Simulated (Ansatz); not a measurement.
## Formation energy of Ti2Ag

```xyz
3
Lattice="-1.4229 1.4229 5.9285 1.4229 -1.4229 5.9285 1.4229 1.4229 -5.9285" Properties=species:S:1:pos:R:3 pbc="T T T"
Ti    0.0000    0.0000    3.8949
Ti    0.0000    0.0000    7.9622
Ag    0.0000    0.0000    0.0000
```

The cell comes from a relaxation on PAW files under the same functional, begun from a database entry that needn't be the ground state.

Computed with Ansatz 0.2.0; functional LDA, scalar-relativistic. Settings: a Γ-centred 17×17×17 k mesh, Fermi–Dirac smearing of 0.05 eV, no spin polarisation. Methods: LAPW: all electrons, basis error target 0.5 meV/atom; PAW: frozen-core files, cutoff 420 eV; crystal datasets: all electrons, by PAW datasets that the program makes for each cell.

The elements are taken as Ag fcc, Ti hcp, each relaxed on PAW files under the same functional and computed by the same method as the compound; zero-point and thermal terms are left out.

The PAW files were made under PBE.

Question: Give the formation energy by each method, with the residual pressure at this cell and the LAPW gap.

Answer: 

| method | ΔE(formation) (eV/atom) | P at this cell (GPa) | gap (eV) |
| --- | --- | --- | --- |
| LAPW | -0.094 | 0.01 | 0.00 |
| PAW | -0.094 | 0.00 | – |
| crystal datasets | -0.094 | 0.01 | – |

Question: Give the LAPW value for one formula unit in kJ/mol.

Answer: -0.094 eV/atom × 3 atoms × 96.485 kJ/(mol·eV) = -27.2 kJ/mol, at zero temperature and without zero-point motion.
